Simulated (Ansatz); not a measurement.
Zn: stationary points along a deformation path

Method: DFT LDA, scalar-relativistic, plane waves, PAW in Ansatz. The runs took a 420 eV cutoff, a Γ-centred 24×24×24 mesh and Gaussian smearing (0.15 eV). No spin polarisation. Energies are free energies at this smearing, counted from the undisturbed cell; pressure is positive in compression.

The starting cell (as given, not relaxed at this level; it stands at -8.3 GPa; this bcc form isn't the usual structure):

```
Zn
1.0
    -1.56904    1.56904    1.56904
     1.56904   -1.56904    1.56904
     1.56904    1.56904   -1.56904
Zn
1
Direct
  0.00000 0.00000 0.00000
```

At fixed volume and fractional coordinates, lengths along (0.577, 0.577, 0.577) are scaled against those across it; ρ is that ratio over its starting value. V = 15.451 Å³/atom. Δσ is the stress along the axis less the mean stress across it (compression positive).

```
    ρ  ΔE (meV/atom)  Δσ (GPa) space group
0.500         3925.9    317.42         R-3m
0.600         1343.7    141.57         R-3m
0.710          333.1     54.13         R-3m
0.850            7.3      7.82         R-3m
0.930           -3.3     -0.34         R-3m
1.000            0.0      0.00        Im-3m
1.080           -3.9      1.46         R-3m
1.200           -8.0     -1.89         R-3m
1.410           39.5     -6.41         R-3m
1.700          115.3     -4.62         R-3m
2.000          141.5      0.00        Pm-3m
```

How does the stress give the slope of the energy, and where is the energy stationary?

Along the path d ln(length) is 2/3 d ln ρ on the axis and −1/3 d ln ρ across it, so dE/d ln ρ = −(2/3) V Δσ: the energy falls with ρ where Δσ is positive. Δσ vanishes or changes sign between ρ = 0.850 and 0.930, a minimum (near 0.93 by linear interpolation); at ρ = 1.000 (Im-3m), a maximum at 0.0 meV/atom; between ρ = 1.080 and 1.200, a minimum (near 1.13 by linear interpolation); at ρ = 2.000 (Pm-3m, an end of the scan), at 141.5 meV/atom. Pairs of stationary points between two samples would go unseen, and could change a minimum read from distant neighbours into a maximum. At ρ = 1.000, 2.000 the cell is cubic, where symmetry alone makes the stress isotropic and the slope zero.

Which shear constant sets the curvature at ρ = 1?

For a cubic crystal E/V = (2/3) C (ln ρ)² with C = C44, so Δσ = −2C ln ρ. The parabola of Δσ against ln ρ through ρ = 0.930, 1 and 1.080 gives C ≈ -5.8 GPa with the ions clamped, rough because the steps are large. It is the stress–strain coefficient at this cell's pressure of -8.3 GPa, not the zero-pressure constant. It is negative, so the cubic cell is unstable to this shear.

Is the start the lowest point of the path?

No: ρ = 1.200 lies 8.0 meV/atom lower, with no sampled rise above the start on the way. Volume and inner coordinates are held, so a relaxed structure there would lie lower still.

In a metal these slopes depend on the k mesh and the smearing.